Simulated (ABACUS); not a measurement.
A self-consistent single point of Si2Ni (Fm-3m, 12 atoms in the cell; from Materials Project mp-2291, changed as shown).

```yaml
crystal:
  lattice:
    - [5.45393, 0.00000, 0.00000]
    - [0.00000, 5.45393, 0.00000]
    - [0.00000, 0.00000, 5.45393]
  atoms:
    - { symbol: Si, position: [0.25000, 0.75000, 0.75000] }
    - { symbol: Si, position: [0.25000, 0.25000, 0.75000] }
    - { symbol: Si, position: [0.25000, 0.25000, 0.25000] }
    - { symbol: Si, position: [0.25000, 0.75000, 0.25000] }
    - { symbol: Si, position: [0.75000, 0.75000, 0.25000] }
    - { symbol: Si, position: [0.75000, 0.25000, 0.25000] }
    - { symbol: Si, position: [0.75000, 0.25000, 0.75000] }
    - { symbol: Si, position: [0.75000, 0.75000, 0.75000] }
    - { symbol: Ni, position: [0.00000, 0.00000, 0.00000] }
    - { symbol: Ni, position: [0.00000, 0.50000, 0.50000] }
    - { symbol: Ni, position: [0.50000, 0.00000, 0.50000] }
    - { symbol: Ni, position: [0.50000, 0.50000, 0.00000] }
```

Method: PBE, numerical atomic orbitals DZP (confined pseudo-atomic orbitals with Gaussian additions; energy shift 0.003 Ry), PseudoDojo 0.5 standard norm-conserving PBE (tails mended) pseudopotentials run with ABACUS.

ABACUS settings:

basis: DZP numerical atomic orbitals, energy shift 0.003 Ry
KPT: Gamma 8 8 8 0 0 0
basis_type: lcao
dft_functional: PBE
ecutwfc: 100 Ry
smearing_method: fd
smearing_sigma: 0.00734986 Ry
potentials: PseudoDojo 0.5 standard norm-conserving PBE (tails mended)
symmetry: 1
symmetry_prec: 1e-05
ks_solver: genelpa
scf_nmax: 100
scf_thr: 1.0e-07
mixing_type: broyden
mixing_beta: 0.7

Results:

- Number of valence electrons: 104
- Number of bands: 63
- Number of k-points after the program's reduction: 35
- Size of the basis: 208
- Number of SCF iterations: 13
- Free energy E − TS: -19187.0133 eV
- Fermi level (on the code's own zero): 12.94 eV
- Pressure: 0.95 GPa

Stress (GPa, positive for compression):
```
0.95  0.00  0.00
0.00  0.95  0.00
0.00  0.00  0.95
```

For comparison: a first run was changed to give this one (lattice scaled by 1.02), and from it to this one the free energy goes down by 26.9 meV/atom and the pressure goes from 10.63 to 0.95 GPa.

The atom-centred basis is finite, which shifts total energies and pressures against plane waves. The run has no spin polarisation, so moments on Ni cannot form. The structure comes from a collection of computed structures, made at another level of theory; the collection holds predicted forms beside known ones. Its lattice was then scaled.

Cost on one core: roughly 2.2 core-minutes.

The atomic orbitals were generated for these runs; they are not ABACUS's published sets and were checked against plane waves on a few crystals only.

“Tails mended”: in these copies of the files the far tail of each local potential was reset to the Coulomb form.
